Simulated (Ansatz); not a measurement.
**TiB2: frozen-core PAW against all-electron methods**

```yaml
crystal:
  lattice:
    - [3.08978, 0.00000, 0.00000]
    - [-1.54489, 2.67583, 0.00000]
    - [0.00000, 0.00000, 3.22840]
  atoms:
    - { symbol: Ti, position: [0.00000, 0.00000, 0.00000] }
    - { symbol: B, position: [0.33333, 0.66667, 0.50000] }
    - { symbol: B, position: [0.66667, 0.33333, 0.50000] }
```

Atom numbers follow the list: Ti1, B2, B3.

The cell comes from COD entry 2002799, which wasn't checked; take it as a given geometry. The listed cell was then made from it by scaling, straining or moving an atom.

All numbers are computed: DFT, PBEsol, PAW with Ansatz's default frozen-core files, scalar-relativistic (Ansatz 0.2.0); DFT, PBEsol, all-electron PAW with datasets made for the crystal, scalar-relativistic (Ansatz 0.2.0); DFT, PBEsol, all-electron LAPW, scalar-relativistic (Ansatz 0.2.0).

For PAW: a Γ-centred 15×15×13 k mesh, Fermi–Dirac smearing of 0.08 eV, cutoff 420 eV, no spin polarisation; the PAW files were made with PBE, and the program remakes their frozen cores for this functional. The crystal-made all-electron datasets (AE datasets) take a cutoff of 340 eV at this cell. LAPW targets a basis error of 1 meV/atom. The Ansatz runs share mesh, smearing and spin set-up. Plane-wave (PAW) pressures include the program's estimate of the Pulay term.

Stress and pressure are positive in compression.

The change that made this cell: equal xx and yy strain of +2 %.

In a metal, gradients converge slowly with the k mesh: the values move by tens of per cent from one mesh to another, at times in sign, so only the comparison on one mesh counts.

```csv
quantity,PAW,AE datasets,LAPW
pressure (GPa),-14.83,-14.86,-14.86
stress xx (GPa),-17.10,-17.15,-17.15
stress zz (GPa),-10.29,-10.27,-10.28
field gradient Vzz at Ti1 (10²¹ V/m²),?,?,–
```

Question: Fill in "PAW" for the row "field gradient Vzz at Ti1 (10²¹ V/m²)".

Answer: 1.71.

Question: Give the missing entry: row "field gradient Vzz at Ti1 (10²¹ V/m²)", column "AE datasets".

Answer: 1.79.
